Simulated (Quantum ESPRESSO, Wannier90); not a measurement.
**TaS2 (R-3m), plane waves to Wannier functions**

```xyz
3
Lattice="-1.6917 2.9301 0.0000 -3.3834 0.0000 0.0000 -1.6917 0.9767 6.3514" Properties=species:S:1:pos:R:3 pbc="T T T"
Ta     0.0000     0.0000     0.0000
S     -1.6917     0.9767     1.5141
S      1.6917    -0.9767    -1.5141
```

Materials Project entry mp-555037; symmetrised, unrelaxed at this level. COD (Crystallography Open Database) has the formula in 4 space groups, this one among them (matched by group alone). Method: PBEsol plane waves in Quantum ESPRESSO 7.5 (PseudoDojo norm-conserving files, 47 Ry, spinors with spin-orbit coupling), Bloch states on a 8×8×8 mesh through Γ, Wannier90 4.0.1. Density: 10×10×10 mesh, cold smearing 0.01 Ry. The cell is built of weakly bound layers, chains or molecules, whose nearest atoms lie 3.85 Å apart. Database cells relaxed without dispersion often hold them too far apart, which can enlarge gaps and weakens couplings between them; spacing and stacking were not compared with the measured crystal.

A tight-binding model is made by disentanglement and projection with no localisation steps (num_iter = 0), so the 22 orbitals stay atom-like: hydrogen-like Ta: d; S: p, axes along x, y, z; frozen window up to 1.50 eV relative to the Fermi level. It follows pw.x to 2.3 meV rms for states up to 1.0 eV relative to the Fermi level. Matrix elements depend on this choice of orbitals and windows.

Problem. What are the on-site energies relative to the Fermi level, and how fast do the hoppings decay?

Solution. 
| atom | orbitals | energy (eV) |
|---|---|---|
| Ta1 | dz2↑ dz2↓ | 0.23 |
| Ta1 | dxz↑ dxz↓ dyz↑ dyz↓ | 1.43 |
| Ta1 | dx2-y2↑ dx2-y2↓ dxy↑ dxy↓ | 0.55 |
| S2 | pz↑ pz↓ | -2.39 |
| S2 | px↑ px↓ py↑ py↓ | -2.30 |
| S3 | pz↑ pz↓ | -2.39 |
| S3 | px↑ px↓ py↑ py↓ | -2.30 |

| distance of the centres (Å) | largest modulus (eV) |
|---|---|
| 2–3 | 1.8 |
| 3–4 | 0.77 |
| 4–5 | 0.16 |
| 5–6 | 0.15 |
| 6–7 | 0.053 |
| 7–8 | 0.015 |
| 8–9 | 0.0096 |
| 9–10 | 0.0040 |
| 10–11 | 0.0055 |

Effective spin-orbit constants λ of λ L·S, from the same-site elements px↑–py↑ (λ/2) and dx2-y2↑–dxy↑ (λ), where they are among the larger elements: Ta1 d 0.26 eV.
